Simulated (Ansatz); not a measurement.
The cell below belongs to a search over invented structures; it isn't taken from experiment.

Input and command of a plane-wave DFT calculation in Ansatz:

```yaml
crystal:
  lattice:
    - [4.1, 0.0, 0.0]
    - [0.0, 4.1, 0.0]
    - [0.0, 0.0, 12.15]
  atoms:
    - { symbol: Be, position: [0.0, 0.0, 0.0] }
    - { symbol: Te, position: [0.5, 0.0, 0.884] }
    - { symbol: Te, position: [0.0, 0.5, 0.116] }
    - { symbol: Te, position: [0.0, 0.0, 0.365] }
    - { symbol: Te, position: [0.5, 0.5, 0.365] }
    - { symbol: Te, position: [0.0, 0.0, 0.635] }
    - { symbol: Te, position: [0.5, 0.5, 0.635] }
basis:
  ecutwfc: 420
kpoints:
  mp_grid: { grid: [4, 4, 2] }
hamiltonian:
  xc: pbe
scf:
  occupations: { method: gaussian, width: 0.2 }
  lower_state_search: "off"
output:
  forces: true
  stress: true
  eigenvalues: true
relax:
  adjacent_minimum: "off"
  f_tol: 0.08
  max_steps: 16
  cell: { stress_tol: 0.8 }
```

```bash
ansatz run input.yaml --threads 1 --pin off --max-ram 2560MiB --backend cpu --events-out ev --progress --plain --runs-dir out
```

Processor: Arm Neoverse V2, 1 thread, on a host shared with other jobs.

How long does it run, and how much memory does it take?

About 2.6 min, peak memory 0.44 GiB. It solves 59 bands at 12 k points (after reduction by symmetry) with about 4309 plane waves (on the last cell), in 69 SCF iterations over 11 ionic steps.
